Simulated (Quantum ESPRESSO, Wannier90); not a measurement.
# Wannierisation of CdSe (zinc blende)

```xyz
2
Lattice="0.0000 3.0703 3.0703 3.0703 0.0000 3.0703 3.0703 3.0703 0.0000" Properties=species:S:1:pos:R:3 pbc="T T T"
Cd     0.0000     0.0000     0.0000
Se     1.5351     1.5351     1.5351
```

Materials Project entry mp-2691; symmetrised, unrelaxed at this level. Not found in the COD (Crystallography Open Database) copy used, which has the formula in other groups; not checked further. Computed values, not measurements, from PBEsol: Quantum ESPRESSO (norm-conserving PseudoDojo potentials, cutoff 82 Ry, no spin polarisation, no spin-orbit coupling) on a Γ-centred 8×8×8 mesh, then Wannier90. Density: 10×10×10 mesh, Gaussian smearing 0.01 Ry. Spin-orbit coupling, left out, would split the p-like bands by a few tenths of an eV.

Functional, cutoff and mesh named above are those of the base row (PBEsol); the first column says what each row takes instead. Model: 4 functions from bands 10,16-18, start SCDM (isolated) (the valence bands). Energies are relative to the valence-band maximum; the misfit is to pw.x on a path, for all bands of the set. The functional changes, each with its own PseudoDojo files and their cutoffs, on the same cell. Ω_total can sit in another minimum from row to row; Ω_I of an isolated set cannot. A star marks runs that hit the step limit.

| functional | Ω_I (Å²) | Ω_total (Å²) | rms misfit (meV) | gap (eV) | bottom of band 10 (eV) |
|---|---|---|---|---|---|
| LDA | 9.12 | 9.53 | 24 | 0.27 | -12.52 |
| PBE | 8.86 | 10.29* | 25 | 0.55 | -12.44 |
| PBEsol | 9.01 | 9.42 | 19 | 0.43 | -12.47 |
